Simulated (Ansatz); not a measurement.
A trial cell of AlNi was relaxed with PBE (plane waves to 420 eV, PAW, scalar-relativistic; Ansatz, a quantum-chemistry and plane-wave program).

Before: P3₂21 (No. 154), hP6; a = b = 3.3505 Å, c = 7.6759 Å, α = β = 90.00°, γ = 120.00°.

After relaxation:

Simulated powder pattern, Cu Kα, λ = 1.54184 Å (kinematic, ideal powder, no thermal factors, no anomalous dispersion; the 24 strongest lines at most, above 1 %, up to 2θ = 90°):

```
2θ (°)  I/Imax (%)
------  ----------
30.91           24
44.28          100
54.98          5.7
64.42           15
73.16          6.4
81.51           30
```

### Question
Identify the relaxed structure from its pattern: crystal system, space group and cell.

### Answer
Cubic, Pm-3m (No. 221), cP2, CsCl type; a = 2.893 Å, b = 2.893 Å, c = 2.893 Å, α = 90.00°, β = 90.00°, γ = 90.00°. Sites: Ni 1a (0.000, 0.000, 0.000); Al 1b (0.500, 0.500, 0.500).

### Question
Index the strongest lines.

### Answer
30.91° (100), 44.28° (110), 64.42° (200), 73.16° (210), 81.51° (211).

No spin polarisation in the result: the starting moments vanished. A magnetic state may lie lower.

The run could not lose the symmetry of its start.
